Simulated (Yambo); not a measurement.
Yambo run on KOH (space group Cmc2_1, No. 36). The wavefunctions come from this Quantum ESPRESSO step (PBEsol, PseudoDojo standard norm-conserving files, scalar-relativistic):

```
&CONTROL
  calculation = 'nscf'
  pseudo_dir = './pseudo'
  outdir = './out'
/
&SYSTEM
  ibrav = 0
  nat = 6
  ntyp = 3
  ecutwfc = 84.0
  ecutrho = 336.0
  occupations = 'fixed'
  force_symmorphic = .true.
  nbnd = 118
/
&ELECTRONS
  conv_thr = 6.000000000000001e-09
  diago_full_acc = .true.
  diago_thr_init = 1e-08
/
ATOMIC_SPECIES
H 1.0080 H.upf
O 15.9990 O.upf
K 39.0983 K.upf
CELL_PARAMETERS angstrom
  1.959035000000  -5.181295000000   0.000000000000
  1.959035000000   5.181295000000   0.000000000000
  0.000000000000   0.000000000000   3.972960000000
ATOMIC_POSITIONS crystal
H   0.031900000000   0.968100000000   0.096340000000
H   0.968100000000   0.031900000000   0.596340000000
O   0.102790000000   0.897210000000   0.258810000000
O   0.897210000000   0.102790000000   0.758810000000
K   0.360910000000   0.639090000000   0.239440000000
K   0.639090000000   0.360910000000   0.739440000000
K_POINTS automatic
4 4 4 0 0 0
```

Yambo input:

```
rim_cut
gw0
dyson
el_el_corr
HF_and_locXC
ppa
em1d
RandQpts= 1000000
RandGvec= 1 Ry
EXXRLvcs= 84 Ry
VXCRLvcs= 336 Ry
Chimod= "HARTREE"
% BndsRnXp
 1 | 117 |
%
NGsBlkXp= 7 Ry
% LongDrXp
 1.0 | 1.0 | 1.0 |
%
PPAPntXp= 27.2114 eV
% GbndRnge
 1 | 117 |
%
GTermKind= "BG"
DysSolver= "n"
ExtendOut
% QPkrange
 1 | 1 | 16 | 17 |
 3 | 3 | 16 | 17 |
 7 | 7 | 16 | 17 |
 9 | 9 | 16 | 17 |
 19 | 19 | 16 | 17 |
 21 | 21 | 16 | 17 |
%
```

k points by index: 1 = Γ, 3 = (0, 0, -0.5), 7 = (0, -0.5, 0), 9 = (0, -0.5, -0.5), 19 = (-0.5, -0.5, 0), 21 = (-0.5, -0.5, -0.5).

Resulting energies as the program prints them:

```
#    K-point    Band    Eo [eV]    E [eV]    E-Eo [eV]    Vxc [eV]    Vnlxc [eV]    Sc|Eo [eV]    Sc|E [eV]    dSc/dw|Eo [eV]    Re(Z)    Im(Z)
#
    1    16    -0.024950    -1.625356    -1.600407    -18.64294    -24.57230    3.933707    4.328946    -6.719620    0.801960    -0.001212
    1    17    3.856489    4.788166    0.931677    -9.252862    -5.047118    -3.141097    -3.274067    -3.883353    0.875112    -0.774034E-3
    3    16    -0.554691    -2.225683    -1.670993    -17.70334    -23.65709    3.871665    4.282752    -6.693834    0.802570    -0.001244
    3    17    6.703640    8.024730    1.321090    -10.23990    -5.502935    -3.213809    -3.415879    -4.161898    0.867342    -0.844024E-3
    7    16    -0.534515    -2.144696    -1.610180    -18.02914    -23.80383    3.772339    4.164504    -6.626887    0.804158    -0.001223
    7    17    6.885273    8.370684    1.485411    -11.12202    -6.295862    -3.103835    -3.340751    -4.339822    0.862450    -0.929594E-3
    9    16    -0.433699    -2.061255    -1.627556    -18.24991    -24.02295    3.751517    4.145485    -6.586291    0.805124    -0.001208
    9    17    6.480466    8.005783    1.525317    -9.409366    -4.364137    -3.305659    -3.519912    -3.822012    0.876841    -0.768293E-3
    19    16    0.000000    -1.584560    -1.584560    -18.72576    -24.65922    3.956062    4.348897    -6.745538    0.801348    -0.001214
    19    17    5.829808    7.181128    1.351319    -8.655089    -3.857695    -3.262070    -3.446075    -3.705061    0.880158    -0.770708E-3
    21    16    -0.495506    -2.161116    -1.665610    -17.86786    -23.83971    3.895437    4.306242    -6.710841    0.802168    -0.001242
    21    17    6.892459    8.340135    1.447676    -10.13098    -5.209955    -3.254395    -3.473351    -4.115386    0.868630    -0.844473E-3
```
(The two width columns are left out.) Convergence of these settings isn't established.

Geometry of the Materials Project entry, not relaxed at this level.

The structure is a Materials Project entry; no match was found in the copy of COD used, and its stability was not checked.
